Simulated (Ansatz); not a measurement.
AlBN2:
Space group I-42d (No. 122); a = b = 4.088 Å, c = 7.617 Å, α = β = γ = 90.00°

```
atom  site  symmetry       x       y       z
----  ----  --------  ------  ------  ------
Al      4a      -4..  0.0000  0.0000  0.0000
B       4b      -4..  0.0000  0.0000  0.5000
N       8d       .2.  0.2500  0.1931  0.3750
```
(The calculation used a cell of 8 atoms; values per cell refer to that cell.)

Relaxed with PBEsol.

### Question
Decompose the optical modes at the zone centre into irreducible representations, and say which are infrared and Raman allowed.

### Answer
Point group -42m: Γ_opt = A1 + 2A2 + 3B1 + 3B2 + 6E. Infrared: B2, E. Raman: A1, B1, B2, E.

### Question
Assign frequencies (DFPT, plane-wave PAW PBEsol (Ansatz code); without the LO–TO term).

### Answer
E 403, B2 447, B1 455, E 561, E 690, A2 725, A1 729, E 735, E 760, B2 768, A2 806, B2 817, B1 822, E 867, B1 869 cm⁻¹.

Subscripts of B labels follow the axes of the standard setting.

The start of the workflow was typed in or built on a structure type; neither database checked (COD, Materials Project) lists it. Whether it is the stable phase at ambient conditions was not checked. The PBEsol relaxation kept the symmetry of its start; its stability against distortions is not shown here.

Potentials: the earlier of the program's two PAW sets. The files were generated under PBE; for other functionals the program regenerates the frozen cores, and for LDA and PBEsol the local potential too.
